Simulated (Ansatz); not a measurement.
# SnSe₂: axial (c/a) deformation path

Level of theory: Ansatz, DFT PBE, scalar-relativistic, plane waves, PAW. Cutoff 420 eV, Γ-centred 12×12×6 k-points, Gaussian smearing of 0.05 eV. No spin polarisation. Energies are free energies at this smearing, counted from the undisturbed cell; pressure is positive in compression.

The undisturbed cell (as given, not relaxed at this level; it stands at 5.3 GPa):

```
Sn Se
1.0
     3.81100    0.00000    0.00000
    -1.90550    3.30042    0.00000
     0.00000    0.00000    6.13700
Sn Se
1 2
Direct
  0.00000 0.00000 0.00000
  0.33333 0.66667 0.25000
  0.66667 0.33333 0.75000
```

The cell holds layers and no dispersion correction was added, so their binding is poorly described.

At fixed volume and fractional coordinates, lengths along (0.000, 0.000, 1.000) are scaled against those across it; ρ is that ratio over its starting value.

```csv
ρ,ΔE (meV/atom),pressure (GPa),gap on the mesh (eV)
0.800,119.0,4.1,0.02
0.850,77.9,4.6,0.07
0.920,29.3,5.0,0.16
0.960,10.4,5.2,0.52
1.000,0.0,5.3,0.71
1.050,0.6,5.4,0.64
1.100,17.6,5.5,0.39
1.200,?,?,0.00
1.300,?,6.3,0.00
```

Where the gap reads zero the k-mesh, chosen for the insulator, is on the coarse side.

Problem. Give the withheld values.

Solution. ΔE (meV/atom) at ρ = 1.200: 102.4; pressure (GPa) at ρ = 1.200: 5.7; ΔE (meV/atom) at ρ = 1.300: 242.7.

Cost: 9 runs of about 0.76 core-minutes in all, on Intel Xeon 6975P-C (Granite Rapids) (shared hosts).